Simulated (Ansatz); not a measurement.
Here is the system:

TiAl3:
```xyz
4
Lattice="2.7853 0.0000 0.0000 0.0000 4.6707 0.0000 0.0000 0.0000 4.9052" Properties=species:S:1:pos:R:3 pbc="T T T"
Ti     0.0000     2.3354     0.8028
Al     1.3926     2.3354     3.2568
Al     1.3926     0.0000     1.6367
Al     0.0000     0.0000     4.1141
```

This is the r²SCAN-relaxed structure.

Task: All from plane-wave PAW r²SCAN (Ansatz code), unless another level is named. Estimate the highest zone-centre frequency.

Result: 343 cm^-1.

Task: What about the bulk modulus (Birch–Murnaghan fit)?

Result: 108 GPa.

Space group Pmm2. The first step of the workflow began from a Materials Project structure, measured or hypothetical; the Crystallography Open Database copy checked does not list it. With Ti and Al taken as one species the cell has the higher symmetry P6_3/mmc, so it may be an ordered model of a mixed-site phase. Its standing as an ambient phase is unchecked. Symmetry was held in the r²SCAN relaxation; whether a distortion lowers the energy is not shown. The run is not spin-polarised. As this level gives no gap, phonon frequencies hold no LO–TO term and depend on the k-mesh and smearing (Fermi–Dirac, 0.1 eV here).

Potentials: the later of the program's two PAW sets.
